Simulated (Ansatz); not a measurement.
# CaMg: a fit and a missing row

CaMg, Pm-3m, a = 3.970 Å. The structure is a Materials Project entry; whether it is the stable form wasn't checked. Ansatz: r2SCAN, PAW, 500 eV, Γ-centred 10×10×10 mesh on 2 atoms, Gaussian smearing 0.10 eV; no spin polarisation. Symmetry fixes shape and atoms, so the cell is only scaled; pressure is positive in compression.

```
V (Å³/atom) P (GPa)
     29.403     1.87
     30.341     0.89
     31.279     0.04
     32.218    -0.70
     33.156        ?
```

Q: Take V0 = 31.279 Å³/atom, count pressures from its P0 = 0.04 GPa, fit the third-order Birch–Murnaghan form to the other rows, and predict the missing pressure.

A: With the Eulerian strain f = ½[(V0/V)^(2/3) − 1] and y = (P − P0)/[3f(1 + 2f)^(5/2)], the form is the line y = B0 + 1.5 B0 (B0′ − 4) f. Rows (f, y): 0.02105, 26.14; 0.01025, 26.27; -0.00976, 26.55. Means f = 0.007180, y = 26.320; Σ(Δf)² = 0.0004888, ΣΔfΔy = -0.006546; the slope is their ratio. y = 26.42 − 13.39 f GPa, so B0 = 26.4 GPa and B0′ = 4 + 2 × (-13.39)/(3 × 26.42) = 3.66. At V = 33.156, f = -0.01905, y = 26.675 and P = -1.34 GPa. The run gave -1.34 GPa, the same to the digits shown. The form still works here, 33 % of the fitted range beyond its end.